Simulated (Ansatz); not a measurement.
Si (Fd-3m), an elastic constant from a strain scan

These are results of Ansatz 0.2.0, DFT r2SCAN, scalar-relativistic, plane waves, PAW, not measurements. Settings: plane waves to 500 eV, k-mesh 10×10×10 (Γ-centred), Gaussian smearing 0.05 eV. No spin polarisation. Energies are free energies at this smearing, counted from the undisturbed cell; pressure is positive in compression.

Zero of the scan (as given, not relaxed at this level; it stands at 0.7 GPa):

```xyz
2
Lattice="0.0000 2.7155 2.7155 2.7155 0.0000 2.7155 2.7155 2.7155 0.0000" Properties=species:S:1:pos:R:3 pbc="T T T"
Si    2.7155    2.7155    2.7155
Si    4.0732    4.0732    4.0732
```

The cell is strained by ε times the Voigt pattern (0, 0, 0, 0, 1, 0) (xx, yy, zz, yz, xz, xy; engineering shear) with fractional coordinates fixed. The cell holds 2 atoms in V0 = 40.05 Å³. The stress column is τ = (1/V0) dE/dε, got from the stress tensor σ (compression positive) at each point as −det(1 + εP) σ : P(1 + εP)⁻¹, with P the pattern as a tensor.

```csv
ε,ΔE (meV/atom),τ (GPa)
-0.0350,8.417,-3.852
-0.0300,6.183,-3.300
-0.0250,4.293,-2.749
-0.0200,2.747,-2.198
-0.0150,1.545,-1.648
-0.0100,0.687,-1.099
-0.0050,0.172,-0.549
0.0000,0.000,0.000
0.0050,0.172,0.549
0.0100,0.687,1.099
0.0150,1.545,1.648
0.0200,2.747,2.198
0.0250,4.293,2.749
0.0300,6.183,3.300
0.0350,8.417,3.852
0.0400,?,?
```

Question: Which combination of elastic constants does this scan measure, and how large is it?

Answer: For small ε, τ = τ0 + Kε with K = pᵀCp, which for this pattern is C44 in the cubic axes. The parabola through τ at ε = -0.0050, 0 and 0.0050 has slope K = 110 GPa at zero. The energies per cell, E = NΔE, of the same two points give K = 2[E(ε₊)/ε₊ − E(ε₋)/ε₋]/[(ε₊ − ε₋)V0] = 110 GPa, in agreement. These are clamped-ion values.

Question: Predict the withheld row at ε = 0.0400 from the harmonic law, and compare.

Answer: ΔE = V0(τ0 ε + Kε²/2)/N = 10.984 meV/atom and τ = 4.39 GPa. The calculation gives 10.997 meV/atom and 4.41 GPa, a miss of 0.1 % of the harmonic energy, so the harmonic law still holds here.

Forces appear on the atoms along this scan, and letting them relax would lower the energy and soften the response.